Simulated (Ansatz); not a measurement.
The start is a generated cell, TiO2 placed in the anatase structure type. Cell shape, volume and atoms are optimised at zero target pressure with PBEsol (plane waves to 420 eV, PAW, scalar-relativistic; Ansatz, a program for electronic structure). The first steps use a coarse 9×9×9 k-mesh.

The start:
```
TiO2
1.0
   -1.89250     1.89250     4.75700
    1.89250    -1.89250     4.75700
    1.89250     1.89250    -4.75700
Ti O
2 4
Direct
  0.50000   0.50000   0.00000
  0.25000   0.75000   0.50000
  0.29190   0.29190   0.00000
  0.04190   0.54190   0.50000
  0.45810   0.95810   0.50000
  0.70810   0.70810   0.00000
```

Which atoms feel the largest initial force, and how large is it?

0.01 eV/Å, on O3, O4, O5, O6 (atoms numbered as listed).

By how much does the energy per atom fall from start to end?

Under 1 meV/atom.

How do the shortest distances between atoms change?

The closest pairs of elements (up to four, under 3.6 Å), start → end: O–Ti 1.93 → 1.93 Å; O–O 2.47 → 2.46 Å; Ti–Ti 3.04 → 3.04 Å.

What band gap does the relaxed structure have at this level?

2.11 eV, indirect (valence top at 87 % of the way from Γ to X, conduction bottom at Γ) (no spin-orbit coupling).

Give the final cell and atomic positions.


```cif
data_O8Ti4
_chemical_formula_sum 'Ti4 O8'
_space_group_name_H-M_alt 'I41/amd :1'
_space_group_IT_number 141
_space_group_name_Hall 'I 4bw 2bw -1bw'
_cell_length_a 3.76978
_cell_length_b 3.76978
_cell_length_c 9.55175
_cell_angle_alpha 90.000
_cell_angle_beta 90.000
_cell_angle_gamma 90.000
loop_
_atom_site_label
_atom_site_type_symbol
_atom_site_symmetry_multiplicity
_atom_site_Wyckoff_symbol
_atom_site_fract_x
_atom_site_fract_y
_atom_site_fract_z
_atom_site_occupancy
Ti1 Ti 4 b 0.00000 0.00000 0.50000 1
O1 O 8 e 0.00000 0.00000 0.29247 1
```
(The calculation used a cell of 6 atoms; values per cell refer to that cell.)

The space group stays I4₁/amd (No. 141) (the run could not lower it); the end is anatase type, with 6 atoms in the primitive cell. Final values are on a 12×12×12 k-mesh of the relaxed cell. No spin polarisation in the result.

The run could not lose the symmetry of its start.
